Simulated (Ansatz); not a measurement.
The relaxed structure here is a generated cell of Nb: the first start was made by placing the elements on the sites of a structure type, and the end was not matched to a known phase here, so it may be hypothetical. Known forms of Nb include space group No. 229.

One stationary structure of Nb. All values below come from PBE (plane waves to 420 eV, PAW, scalar-relativistic; Ansatz, a program for electronic structure).

```xyz
1
Lattice="-1.3724 1.3724 2.4520 1.3724 -1.3724 2.4520 1.3724 1.3724 -2.4520" Properties=species:S:1:pos:R:3 pbc="T T T"
Nb     0.0000     0.0000     0.0000
```

Question: Determine the symmetry and give the standard cell with its independent sites.

Answer: Space group I4/mmm (No. 139); a = b = 2.7449 Å, c = 4.9039 Å, α = β = γ = 90.00°

```tsv
atom	site	symmetry	x	y	z
Nb	2a	4/mmm	0.0000	0.0000	0.0000
```

Question: Give the shortest distances between elements (the closest pairs, up to four, under 3.6 Å).

Answer: Nb–Nb 2.74 Å.

Volume per atom: 18.47 Å³
Band gap: no gap (metallic)

No spin polarisation in the result.

The run could not lose the symmetry of its start, so the end can be a saddle point.

It was reached from a disturbed copy of a P6/mmm (No. 191) cell (AFLOW prototype A_hP1_191_a (A_f, as in Sn)), against which it lies -0.47 eV/atom.
